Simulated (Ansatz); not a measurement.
## ZrRh3: pressure against volume

A database entry relaxed whole under r2SCAN (Pm-3m):

```
CELL_PARAMETERS angstrom
3.93105 0.00000 0.00000
0.00000 3.93105 0.00000
0.00000 0.00000 3.93105
ATOMIC_POSITIONS crystal
Zr 0.00000 0.00000 0.00000
Rh 0.00000 0.50000 0.50000
Rh 0.50000 0.00000 0.50000
Rh 0.50000 0.50000 0.00000
```

The cell was scaled uniformly, its shape held, and the atoms relaxed at each volume with plane-wave PAW DFT (Ansatz 0.2.0; r2SCAN, 500 eV, 9×9×9 Γ-centred mesh, fermi-dirac occupations of width 0.100 eV; no spin, no spin-orbit coupling). One row is withheld.

```
volume (Å³/atom)  energy over the lowest (meV/atom)  pressure (GPa)
          14.276                               41.6           16.16
          14.579                               17.3           10.10
          14.883                                3.8            4.69
          15.187                                0.0           -0.13
          15.491                                4.9           -4.44
          15.794                                  ?               ?
          16.098                               36.9          -11.69
```

Question: Fit the pressures of the other rows to the third-order Birch-Murnaghan form.

Answer: With f = [(V₀/V)^(2/3) − 1]/2 and P = 3B₀f(1 + 2f)^(5/2)[1 + 3(B₀′ − 4)f/2], least squares gives V₀ = 15.18 Å³ an atom, B₀ = 228 GPa and B₀′ = 4.7; the rows miss the fit by less than 0.01 GPa. The slope of the energies differs from these pressures by 0.25 GPa, since they are taken to zero smearing while pressures follow the free energy.

Question: What does the withheld row hold?

Answer: The fit gives -8.27 GPa at 15.794 Å³; the run gave -8.28 GPa and 17.4 meV an atom.

Caveats: the shape of the cell was held; 0 K, fixed nuclei; the symmetry was kept, and this need not be the phase that is stable at 0 K; one mesh for all volumes; pressure is positive in compression.
